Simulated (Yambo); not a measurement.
A G0W0@PBEsol run in Yambo for CaHI (space group P4/nmm, No. 129) (4×4×1 Γ-centred k mesh, 269 bands and a 8 Ry block in the screening, 269 bands in G with the Bruneval-Gonze terminator, plasmon pole fitted at 27.2 eV) gives these matrix elements, in eV, at the band edges ((0, 0.25, 0) → M):

```json
[
 {"state": "valence edge", "E0": "0.000", "<Vxc>": "-11.549", "<Σx>": "-14.170", "<Σc(E0)>": "1.306", "Z": "0.806"},
 {"state": "conduction edge", "E0": "3.453", "<Vxc>": "-9.298", "<Σx>": "-4.737", "<Σc(E0)>": "-3.835", "Z": "0.824"}
]
```

### Question
Solve the linearised quasiparticle equation for both states, give the gap, and say how exchange and correlation each act on it.

### Answer
E = E0 + Z(Σx + Σc − Vxc). Valence: 0.000 + 0.806 × (-14.170 + (1.306) − (-11.549)) = -1.06 eV. Conduction: 3.453 + 0.824 × (-4.737 + (-3.835) − (-9.298)) = 4.05 eV. The gap is 5.11 eV, against 3.45 eV in PBEsol. Replacing Vxc by bare exchange alone would open it by 7.18 eV; correlation takes back 5.14 eV of that, and Z scales what is left. Nearest settings tried, and what they do to the gap: 3 Ry block (85 vectors against 363): -301 meV. Not varied: bands in G, bands in W, mesh. So the settings aren't converged at that level. The k mesh is coarse. The mesh misses a band edge: along a dense path the PBEsol gap is 2.92 eV against 3.45 eV on the mesh. Without spin-orbit coupling, band edges of such heavy elements can be off by tenths of an eV.

Geometry relaxed with PBE+D3(BJ); primitive cell a = b = 3.9797 Å, c = 8.5908 Å, α = β = γ = 90.00°.
